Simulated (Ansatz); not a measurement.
Relaxing Ti$_{3}$C$_{2}$

Theory: DFT PBEsol, scalar-relativistic, plane waves, PAW in Ansatz 0.2.0. (420 eV cutoff, 12×12×4 k-mesh, Gaussian smearing of 0.10 eV, no spin polarisation)

What was changed: shear of c along a, cell held, atoms relaxed: +8.0 %.

Command:

```bash
ansatz run input.yaml --threads 2 --pin off --max-ram 5120MiB --backend cpu --events-out ev --progress --plain --runs-dir out
```

Input:

```yaml
crystal:
  lattice:
    - [3.0420899207, 0.0, 0.0]
    - [-1.5210449603, 2.6345271519, 0.0]
    - [1.1987719517, 0.0, 14.984649396]
  atoms:
    - { symbol: Ti, position: [0.3874320719, 0.6665693394, 0.8433643275] }
    - { symbol: Ti, position: [0.7208627324, 0.3334306606, 0.3433643275] }
    - { symbol: Ti, position: [0.6125679281, 0.3334306606, 0.1566356725] }
    - { symbol: Ti, position: [0.2791372676, 0.6665693394, 0.6566356725] }
    - { symbol: Ti, position: [0.0, 0.0, 0.0] }
    - { symbol: Ti, position: [0.0, 0.0, 0.5] }
    - { symbol: C, position: [0.6955200549, 0.3336124671, 0.9142026433] }
    - { symbol: C, position: [0.3619075878, 0.6663875329, 0.4142026433] }
    - { symbol: C, position: [0.6380924122, 0.3336124671, 0.5857973567] }
    - { symbol: C, position: [0.3044799451, 0.6663875329, 0.0857973567] }
basis:
  ecutwfc: 420
kpoints:
  mp_grid: { grid: [12, 12, 4] }
hamiltonian:
  xc: pbesol
scf:
  occupations: { method: gaussian, width: 0.1 }
output:
  forces: true
  stress: true
  eigenvalues: true
relax:
  adjacent_minimum: "off"
  f_tol: 0.008
  max_steps: 40
```

F is the free energy.

Steps:

```tsv
step	F − F(1) (eV)	largest force component (eV/Å)
1	0.0000	0.257
2	-0.0204	0.127
3	-0.0239	0.084
4	-0.0248	0.001
5	-0.0248	0.001
```

Relaxed structure:

```cif
data_structure
_symmetry_space_group_name_H-M 'P 1'
_symmetry_Int_Tables_number 1
_cell_length_a 3.0421
_cell_length_b 3.0421
_cell_length_c 15.0325
_cell_angle_alpha 92.285
_cell_angle_beta 85.426
_cell_angle_gamma 120.000
_cell_volume 120.09
loop_
_atom_site_label
_atom_site_type_symbol
_atom_site_fract_x
_atom_site_fract_y
_atom_site_fract_z
_atom_site_occupancy
Ti1 Ti 0.40391 0.66647 0.84305 1
Ti2 Ti 0.73743 0.33353 0.34305 1
Ti3 Ti 0.59609 0.33353 0.15695 1
Ti4 Ti 0.26257 0.66647 0.65695 1
Ti5 Ti 0.00000 0.00000 0.00000 1
Ti6 Ti 0.00000 0.00000 0.50000 1
C1 C 0.70437 0.33372 0.91405 1
C2 C 0.37065 0.66628 0.41405 1
C3 C 0.62935 0.33372 0.58595 1
C4 C 0.29563 0.66628 0.08595 1
```

It takes space group C2/c (No. 15, monoclinic). The conventional cell has a = 3.042 Å, b = 5.269 Å, c = 15.033 Å, α = 90.00°, β = 94.57°, γ = 90.00°. Ti (site symmetry 1) is surrounded by 3 C at 2.04 to 2.06 Å. Ti (site symmetry -1) is surrounded by 6 C at 2.17 to 2.19 Å. Around C (site symmetry 1) lie 6 Ti at 2.04 to 2.19 Å.

The run converged. Time: 2.2 min on 2 threads of AMD EPYC 7R43 64-Core Processor (Zen 3), with other jobs on the host, peak memory 1 GiB.